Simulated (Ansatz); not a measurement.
MgRh (CsCl type)

```xyz
2
Lattice="3.0473 0.0000 0.0000 0.0000 3.0473 0.0000 0.0000 0.0000 3.0473" Properties=species:S:1:pos:R:3 pbc="T T T"
Mg     0.0000     0.0000     0.0000
Rh     1.5236     1.5236     1.5236
```

The slice is a {110} plane (indices of the conventional cell) through the point (0.500, 0.500, 0.500) (fractional), spanned by u = [100] and v = [011] in vectors of this cell: u (3.05 Å) and v (4.31 Å, at 90° to u). It covers one period; positions are fractions (u, v).

These are LDA (plane waves to 420 eV, PAW, scalar-relativistic; Ansatz, a quantum-chemistry and plane-wave program) values and carry that method's errors. k mesh 15×15×15. These are valence fields of a PAW run, semicore shells included where kept as valence: close to a nucleus they are smooth pseudo fields. MgRh is run without spin polarisation. MgRh was relaxed with its symmetry unable to fall.

Question: What is the ELF at the density minimum of the shortest Mg–Rh line in this plane (2.64 Å)?

Answer: 0.1.

Question: What is the valence density on the shortest Mg–Rh line in this plane (2.64 Å), at its minimum between the atoms?

Answer: 0.19 e/Å³.

Question: Predict the map of the electron localisation function (ELF) on the slice.

Answer: 
```
|xxx%=:-=-:=%xx|
|xx@#-:-=-:-#@x|
|@@%+--===--+%@|
|*++=--===--=++|
|-----:...:----|
|----.     .---|
|==-.  :-:  .-=|
|==:  =xxx=  :=|
|=-. :xxxxx: .-|
|=-  -xxxxx-  -|
|=-. :xxxxx: .-|
|==:  =xxx=  :=|
|==-.  :-:  .-=|
|----.     .---|
|-----:...:----|
|*++=--===--=++|
|@@%+--===--+%@|
|xx@#-:-=-:-#@x|
|xxx%=:-=-:=%xx|
|xxx%=:-=-:=%xx|
```
Scale: ten equal steps from 0.05 (start of ' ') to 0.68 (end of '@'), in the order ' .:-=+*#%@'. Values: electron localisation function (ELF). The map has 14 points along u (one character each, u = 0 at the left) and 20 along v (v = 0 in the bottom row). Points within 0.5 Å of a nucleus are blanked (x), as the pseudised field means little there.
